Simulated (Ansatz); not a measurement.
# Structure relaxation, Nb

The start is a randomly generated symmetric cell of Nb (space group No. 166). The cell and all atomic positions are relaxed at zero pressure with PBEsol (plane waves to 420 eV, PAW, scalar-relativistic; Ansatz, a program for electronic structure). First-step values are on the input's coarse k-mesh.

Ansatz input (later rounds restart from its end on a renewed k-mesh):
Ansatz 0.2 input:
```yaml
crystal:
  lattice:
    - [1.2782341, 0.7379888, 3.5969619]
    - [-1.2782341, 0.7379888, 3.5969619]
    - [0, -1.4759776, 3.5969619]
  atoms:
    - { symbol: Nb, position: [0, 0, 0] }
basis: { ecutwfc: 420, ecutrho_ratio: 4, xc_grid: 2, fft_grid_basis: typed }
kpoints: { mp_grid: { grid: [15, 15, 15] } }
hamiltonian:
  xc: pbesol
  dispersion: none
  pseudopotentials: { kind: paw }
scf: { occupations: { method: fermi_dirac, width: 0.05 } }
relax: { f_tol: 0.01, max_steps: 100, cell: { stress_tol: 0.02 } }
output: { forces: true, stress: true }
```

Question: How does the volume per atom move from start to end?

Answer: -11.2 %, from 20.36 to 18.07 Å³/atom.

Question: How do the shortest distances between atoms change?

Answer: The closest pairs of elements (up to four, under 3.6 Å), start → end: Nb–Nb 2.56 → 2.83 Å.

The space group stays R-3m (No. 166) (the run could not lower it), with 1 atom in the primitive cell. Final values are on a 20×20×20 k-mesh of the relaxed cell. No spin polarisation in the result.

The run could not lose the symmetry of its start, so the end can be a saddle point.

The relaxed structure here is a generated cell of Nb: the first start was made by a random draw of sites in a space group, and the end was not matched to a known phase here, so it may be hypothetical. Known forms of Nb include space group No. 229.
